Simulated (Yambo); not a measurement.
Yambo input for PNO (space group I2_12_12_1, No. 24) (a = b = c = 4.787 Å, α = 124.64°, β = 120.14°, γ = 85.96°), on LDA (pw.x of Quantum ESPRESSO, ONCV potentials, without SOC) wavefunctions on a 6×6×6 mesh:

```
optics
chi
dipoles
kernel
FFTGvecs= 40 Ry
Chimod= "HARTREE"
NGsBlkXd= 3 Ry
% QpntsRXd
 1 | 1 |
%
% BndsRnXd
 1 | 59 |
%
GrFnTpXd= "R"
% EnRngeXd
 0.0 | 20.0 | eV
%
% DmRngeXd
 0.2 | 0.2 | eV
%
CGrdSpXd= 50
ETStpsXd= 161
% LongDrXd
 0.0 | 0.0 | 1.0 |
%
```

First lines of the file o-*.eps_q1_inv_rpa_dyson:

```
Absorption @ Q(1):   0.00000000     0.00000000     1.00000000    [q->0 direction]
#
# [ X ] Hartree size     :   59
# [GEN] GF Energies     : Slater exchange(X)+Perdew & Wang(C)
# [GEN] Green`s Function     : Retarded
#
# [GEN] Gauge     : Length
# [GEN] [r,Vnl] included     : yes
#
#    E[1] [eV]     Im(eps)     Re(eps)     Im(eps_o)     Re(eps_o)
#
     0.000000     0.97964E-15     3.066406     0.55782E-18     3.259057
     0.125000     0.968094E-3     3.066708     0.001093     3.259398
     0.250000     0.001939     3.067614     0.002188     3.260421
     0.375000     0.002914     3.069127     0.003289     3.262129
     0.500000     0.003896     3.071250     0.004398     3.264525
     0.625000     0.004888     3.073989     0.005519     3.267617
     0.750000     0.005891     3.077349     0.006653     3.271411
     0.875000     0.006910     3.081340     0.007804     3.275918
     1.000000     0.007945     3.085971     0.008976     3.281149
     1.125000     0.009001     3.091254     0.010171     3.287118
     1.250000     0.010080     3.097203     0.011393     3.293839
     1.375000     0.011185     3.103832     0.012646     3.301332
     1.500000     0.012320     3.111159     0.013933     3.309617
     1.625000     0.013489     3.119204     0.015260     3.318715
     1.750000     0.014694     3.127988     0.016630     3.328654
     1.875000     0.015941     3.137536     0.018049     3.339461
     2.000000     0.017234     3.147874     0.019522     3.351168
     2.125000     0.018577     3.159034     0.021054     3.363811
     2.250000     0.019978     3.171047     0.022654     3.377429
     2.375000     0.021440     3.183952     0.024327     3.392065
     2.500000     0.022972     3.197788     0.026082     3.407767
     2.625000     0.024581     3.212601     0.027927     3.424589
     2.750000     0.026275     3.228441     0.029874     3.442589
     2.875000     0.028063     3.245364     0.031933     3.461834
     3.000000     0.029957     3.263430     0.034116     3.482397
     3.125000     0.031967     3.282708     0.036440     3.504360
     3.250000     0.034107     3.303276     0.038919     3.527812
     3.375000     0.036394     3.325217     0.041573     3.552857
     3.500000     0.038845     3.348627     0.044423     3.579608
     3.625000     0.041480     3.373613     0.047496     3.608194
     3.750000     0.044324     3.400296     0.050821     3.638761
     3.875000     0.047405     3.428813     0.054433     3.671473
     4.000000     0.050756     3.459318     0.058373     3.706519
```
(The file goes on to the top of the energy range.) Convergence of the RPA response with its 6×6×6 mesh was not tested.

Geometry of the Materials Project entry, not relaxed at this level.

The structure is a Materials Project entry; no match was found in the copy of COD used, and its stability was not checked.
